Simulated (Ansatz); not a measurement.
The start is a relaxed GaP cell, doubled along one cell vector, shaken by Gaussian noise of σ = 0.08 Å a coordinate. The structure is fully relaxed (lattice and positions, P = 0) with PBE (plane waves to 420 eV, PAW, scalar-relativistic; Ansatz, an electronic-structure program). The first steps use a coarse 4×7×7 k-mesh.

Initial structure:
```
GaP
1.0
    0.00000     5.50645     5.50645
    2.75322     0.00000     2.75322
    2.75322     2.75322     0.00000
P Ga
2 2
Direct
  0.38336   0.78434   0.70785
  0.89598   0.77667   0.69612
  0.00962   0.99839   0.95911
  0.50530   0.97653   0.04059
```

```yaml
relative_to_the_parent: It relaxes back to the parent, F-43m (No. 216)
Shortest distances (start → end): "The closest pairs of elements (up to four, under 3.6 Å), start → end: Ga–P 2.12 → 2.38 Å"
band_gap_at_the_end: 1.58 eV, direct at Γ (no spin-orbit coupling)
optimiser_moves: 4
```

Final structure:

```cif
data_Ga4P4
_chemical_formula_sum 'P4 Ga4'
_space_group_name_H-M_alt 'F-43m'
_space_group_IT_number 216
_space_group_name_Hall 'F -4 2 3'
_cell_length_a 5.50641
_cell_length_b 5.50641
_cell_length_c 5.50641
_cell_angle_alpha 90.000
_cell_angle_beta 90.000
_cell_angle_gamma 90.000
loop_
_atom_site_label
_atom_site_type_symbol
_atom_site_symmetry_multiplicity
_atom_site_Wyckoff_symbol
_atom_site_fract_x
_atom_site_fract_y
_atom_site_fract_z
_atom_site_occupancy
P1 P 4 b 0.50000 0.50000 0.50000 1
Ga1 Ga 4 c 0.25000 0.25000 0.25000 1
```
(The calculation used a cell of 2 atoms; values per cell refer to that cell.)

Final values are on a 10×10×10 k-mesh of the relaxed cell. No spin polarisation in the result.
